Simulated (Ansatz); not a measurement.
# MgB₂, first-principles data

MgB₂:
Space group I4/mmm (No. 139); a = b = 2.6708 Å, c = 8.3613 Å, α = β = γ = 90.00°

```tsv
atom	site	symmetry	x	y	z
Mg	2a	4/mmm	0.0000	0.0000	0.0000
B	4e	4mm	0.0000	0.0000	0.2847
```
(The calculation used a cell of 3 atoms; values per cell refer to that cell.)

Space group I4/mmm (No. 139), MoSi2 or CaC2 type; conventional cell a = 2.671 Å, b = 2.671 Å, c = 8.361 Å, α = 90.00°, β = 90.00°, γ = 90.00°.

Method: the program Ansatz at the r²SCAN level (PAW). Geometry: relaxed at this level of theory. Other levels are named where they apply.

Cell and energy:

| Quantity | Value |
|---|---|
| Volume per atom | 9.94 Å³ |
| Density | 2.56 g/cm³ |
| Formation energy from the elements (no fitted shifts) | 0.97 eV/atom |

Electronic structure:

| Item | Result |
|---|---|
| Electronic character | metallic (no gap) |
| Density of states at the Fermi level | 0.27 states/eV per atom (mean over ±0.08 eV) |

Mechanics:

| Property | Value |
|---|---|
| Bulk modulus (Birch–Murnaghan fit) | 1130 kbar |
| Pressure derivative B′ | 4.1 |

Charges:

| Quantity | Result |
|---|---|
| Bader charges | Mg +1.60, B -0.80 e |

The cell is a constructed one: a structure type filled with these elements; neither database checked (COD, Materials Project) lists it. It is not the phase usual at ambient conditions (space group No. 191). The r²SCAN relaxation kept the symmetry of its start; its stability against distortions is not shown here. The references are the lowest solids computed at this level, not always the standard phases.

Potentials: the later of the program's two PAW sets.
